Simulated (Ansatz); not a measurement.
LuPb2:
```
CELL_PARAMETERS angstrom
     -1.95902     1.95902     5.45822
      1.95902    -1.95902     5.45822
      1.95902     1.95902    -5.45822
ATOMIC_POSITIONS crystal
  Lu 0.00000 0.00000 0.00000
  Pb 0.33802 0.33802 0.00000
  Pb 0.66198 0.66198 0.00000
```

Relaxed with r²SCAN.

Task: Map the electron localisation function on the plane through (0.000, 0.000, 0.000) spanned by u = [1, 1, 0] and v = [1, -1, 0] in lattice vectors, from DFT-r²SCAN in the program Ansatz with PAW potentials.

Result: x is the fraction of u, y of v (the angle between them is 90°; rows are the nearest grid lines); atoms in the plane: Lu at (0.00, 0.00), Lu at (0.50, 0.50), Pb at (0.34, 0.00), Pb at (0.84, 0.50), Pb at (0.16, 0.50), Pb at (0.66, 0.00).
```
|8997101344430000343223430000344431017998|
|9997101344430000343223430000344431017999|
|9995101344441001443333441001444431015999|
|7741012333344444444334444444433332101477|
|3210123333334444444334444444333333210123|
|1001344332333444443223444443332334431001|
|0013444433233444431001344443323344443100|
|2344444443333332101221012333333444444432|
|2344444444333321014774101233334444444432|
|2334432234443320037997300233444322344332|
|2334410014444310159999510134444100144332|
|2234300003444310179999710134443000034322|
|2234300003444310179999710134443000034322|
|2334410014444310159999510134444100144332|
|2334432234443320037997300233444322344332|
|2344444444333321014774101233334444444432|
|2344444443333332101221012333333444444432|
|0013444433233444431001344443323344443100|
|1001344332333444443223444443332334431001|
|3210123333334444444334444444333333210123|
|7741012333344444444334444444433332101477|
|9995101344441001443333441001444431015999|
|9997101344430000343223430000344431017999|
|8997101344430000343223430000344431017998|
```
Scale: ten equal steps from 0.002 (start of '0') to 0.871 (end of '9'), in the order '0123456789'; x runs from 0.000 to 1.00, y from 0.000 (bottom) to 1.00 (top).

The density is the valence pseudo-density with augmentation charge, so density and ELF within about 1 Å of a nucleus are not all-electron values.

Space group I4/mmm (MoSi2 or CaC2 type). The workflow started from an entry of the Crystallography Open Database (COD). Its standing as an ambient phase is unchecked. The r²SCAN relaxation kept the symmetry of its start; whether a distortion lowers the energy is not shown. Spin–orbit coupling is left out wherever it is not named.

Potentials: the later of the program's two PAW sets.
